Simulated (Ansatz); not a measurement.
ZrGe in space group P6/mmm (No. 191; Zr on 3f, Ge on 1a, Ge on 2d) at seven volumes, the program Ansatz at the PBE level (PAW), shape and atoms relaxed at each. One row is withheld.

```
V (Å³/atom)  P (GPa)
-----------  -------
21.484         10.01
22.193          6.22
22.901          2.89
23.609          0.00
24.317         -2.46
25.026         -4.58
25.734             ?
```

**Question.** Fit the shown pressures and predict the withheld one.

**Answer.** P = (3/2)B₀(x^(7/2) − x^(5/2))[1 + (3/4)(B′ − 4)(x − 1)] with x = (V₀/V)^(2/3). Least squares on the six rows gives V₀ = 23.616 Å³/atom, B₀ = 88.5 GPa, B′ = 3.81. At V = 25.734, x = 0.9443 and P = -6.45 GPa. The run itself gave -6.39 GPa.

A made-up cell: these elements were put on the sites of a structure type; neither database checked (COD, Materials Project) lists it. Whether it is the stable phase at ambient conditions was not checked. Symmetry was held in the PBE relaxation; whether a distortion lowers the energy is not shown. The run is not spin-polarised.

Potentials: the later of the program's two PAW sets.
